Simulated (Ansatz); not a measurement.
GaN (zinc blende)

```
CELL_PARAMETERS angstrom
      0.00000     2.27425     2.27425
      2.27425     0.00000     2.27425
      2.27425     2.27425     0.00000
ATOMIC_POSITIONS crystal
  N  0.75000 0.75000 0.75000
  Ga 0.00000 0.00000 0.00000
```

The slice is a {110} plane (indices of the conventional cell) through the point (0.000, 0.000, 0.000) (fractional), spanned by u = [100] and v = [1 -1 -1] in vectors of this cell: u (3.22 Å) and v (4.55 Å, at 90° to u). It covers one period; positions are fractions (u, v).

Level of theory: PBE (plane waves to 420 eV, PAW, scalar-relativistic; Ansatz, a quantum-chemistry and plane-wave program). k mesh 12×12×12. Inside the PAW spheres the values are not all-electron values, and peaks at nuclei hang on which shells count as valence. GaN was relaxed with its symmetry unable to fall.

Task: Around which element is the density of the highest valence band (whole band, smooth part) largest on this plane?

Result: N. Mean over a disc round each atom, of radius 0.45 times the shortest bond: N 0.327, Ga 0.025 e/Å³.

Task: What is the valence density on the shortest N–Ga line in this plane (1.97 Å), at its minimum between the atoms?

Result: 0.70 e/Å³.

Task: What is the ELF at the density minimum of the shortest N–Ga line in this plane (1.97 Å)?

Result: 0.4.

Task: Sketch the density of the lowest conduction band (whole band as if filled, smooth part) on this plane as a map.

Result: 
```
|2222222211111111111100000000111111111111222222|
|2222222222222211111111111111111111222222222222|
|1111112222222222221111111111112222222222221111|
|1111112222222222222222222222222222222222221111|
|1111111122222222222222222222222222222222111111|
|1111111122222222222222222222222222222222111111|
|1111111111112222222222222222222222221111111111|
|0000111111111122222222222222222222111111111100|
|0000000011111111222222222222222211111111000000|
|0000000000111111112222222222221111111100000000|
|0000000000001111112222222222221111110000000000|
|0000000000001111111111222211111111110000000000|
|0000000000000011111111111111111111000000000000|
|0000000000000000111111111111111100000000000000|
|0000000000000000000000000000000000000000000000|
|0000000000000000000000000000000000000000000000|
|0000000000000000000000000000000000000000000000|
|0000000000000000000000000000000000000000000000|
|0000000000000000001111111111110000000000000000|
|0000000000000000112233444433221100000000000000|
|0000000000000011335566777766553311000000000000|
|0000000000000022447788999988774422000000000000|
|0000000000001133558899999999885533110000000000|
|0000000000001133668899999999886633110000000000|
|1111000000000022558899999999885522000000000011|
|1111110000000011446688999988664411000000001111|
|1111110000000000224466777766442200000000001111|
|1111111100000000112233444433221100000000111111|
|1111111100000000000011111111000000000000111111|
|2222111111000000000000000000000000000011111122|
|2222221111110000000000000000000000001111112222|
|2222221111111111000000000000000011111111112222|
```
Scale: ten equal steps from 0.02 (start of '0') to 0.52 (end of '9'), in the order '0123456789'. Values: density of the lowest conduction band (whole band as if filled, smooth part) in e/Å³. The map has 23 points along u (two characters each, u = 0 at the left) and 32 along v (v = 0 in the bottom row).
